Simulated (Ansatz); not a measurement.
Relaxed MoS2 (3R-MoS2 type, space group R3m):

```yaml
crystal:
  lattice:
    - [1.55780, 0.89940, 5.78545]
    - [-1.55780, 0.89940, 5.78545]
    - [0.00000, -1.79879, 5.78545]
  atoms:
    - { symbol: Mo, position: [0.00004, 0.00004, 0.00004] }
    - { symbol: S, position: [0.75647, 0.75647, 0.75647] }
    - { symbol: S, position: [0.57679, 0.57679, 0.57679] }
```

In this cell atom 3 (S, nearest neighbour Mo at 2.381 Å; its periodic images, 3.1 Å or more away, move with it) is moved by s along Cartesian [110], unit vector (0.707, 0.707, 0.000); all other atoms and the cell stay fixed.

Method: PBEsol-D3(BJ) (plane waves to 420 eV, PAW, scalar-relativistic; Ansatz, a first-principles code). k mesh 10×10×10 (Γ-centred), Fermi-Dirac smearing 0.05 eV. E stands for the smeared free energy. MoS2 is run without spin polarisation. MoS2 was relaxed with its symmetry unable to fall. This is one of several known forms of MoS2; the measured ambient cells at hand have space group No. 194. The zero of ΔE is the undisplaced structure.

```csv
s (Å),ΔE (meV/cell)
-0.480,1327
-0.384,843
-0.288,468
-0.192,204
-0.096,50
0.000,0
0.096,47
0.192,182
0.288,394
0.384,669
0.480,withheld
```

Question: Fit a polynomial form (powers 2, 3, 4) to the given rows and predict ΔE at s = 0.480.

Answer: Least squares on the 10 given rows: ΔE = (5296)·s² + (-1533)·s³ + (-1173)·s⁴, in meV/cell with s in Å; root-mean-square residual 0.5 meV/cell. At 0.480 the fit gives 988 meV/cell; the calculation gives 994 meV/cell, so the extrapolation is off by -6 (-0.6 %). The quadratic term alone would give 1220 meV/cell.

(A displaced cell: forces are minus the slopes of the energy, force constants its curvatures, and phonons follow from these.)
